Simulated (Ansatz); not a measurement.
A geometry of TiAl₃ away from equilibrium: the start of the relaxation of a relaxed TiAl3 cell, doubled along one cell vector, shaken by Gaussian noise of σ = 0.08 Å a coordinate. Calculation: PBEsol (plane waves to 420 eV, PAW, scalar-relativistic; Ansatz, a first-principles code). Γ-centred k-mesh 4×8×8 on the run's cell (coarser than for final values), Fermi–Dirac smearing 0.05 eV.

```xyz
8
Lattice="7.8976 0.0000 0.0000 0.0000 3.9488 0.0000 0.0000 0.0000 3.9488" Properties=species:S:1:pos:R:3 pbc="T T T"
Al    -0.0816     2.0492     1.9780
Al     3.9950     2.1196     2.0039
Al     2.1020     1.9451     0.1107
Al     5.9629     1.8740    -0.0763
Al     2.0775    -0.0492     1.9956
Al     5.9720    -0.0186     1.9649
Ti    -0.0313    -0.0022    -0.0534
Ti     3.9009    -0.0131     0.0104
```

Task: What forces act on the atoms (eV/Å)?

Result: 
```
atom     Fx     Fy     Fz
----  -----  -----  -----
Al1    0.93  -0.67  -0.33
Al2    0.19  -1.29  -0.11
Al3   -1.11   0.08  -0.61
Al4   -0.48   0.68   0.57
Al5   -1.02   0.54   0.13
Al6   -0.52   0.23  -0.29
Ti7    0.95   0.03   0.52
Ti8    1.06   0.40   0.12
```

Task: What is the pressure?

Result: +1.6 GPa, compression positive.

Task: How much energy per atom can still be gained by relaxing?

Result: 0.06 eV/atom; the path ends in Pm-3m (No. 221) (Cu3Au type).

No spin polarisation in the result.

The first start was generated by placing the elements on the sites of a structure type. Materials Project lists a structure of TiAl3 in the same space group, Pm-3m (No. 221); the sites were not compared with it, nor with measured phases. Known forms of TiAl3 include space group No. 139.
